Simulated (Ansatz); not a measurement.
TiC:
```xyz
2
Lattice="0.0000 2.1304 2.1304 2.1304 0.0000 2.1304 2.1304 2.1304 0.0000" Properties=species:S:1:pos:R:3 pbc="T T T"
Ti     0.0000     0.0000     0.0000
C      2.1304     2.1304     2.1304
```

Relaxed with LDA.

**Question.** Decompose the optical modes at the zone centre into irreducible representations, and say which are infrared and Raman allowed.

**Answer.** Point group m-3m: Γ_opt = T1u. Infrared: T1u. Raman: none.

**Question.** Assign frequencies (DFPT, LDA (plane waves, PAW; program Ansatz)).

**Answer.** T1u 554 cm⁻¹.

Space group Fm-3m (rock salt). The cell was relaxed with LDA under the symmetry of its start. The run is not spin-polarised. As this level gives no gap, phonon frequencies hold no LO–TO term and depend on the k-mesh and smearing (Fermi–Dirac, 0.1 eV here).

Potentials: the earlier of the program's two PAW sets. The files were generated under PBE; for other functionals the program regenerates the frozen cores, and for LDA and PBEsol the local potential too.
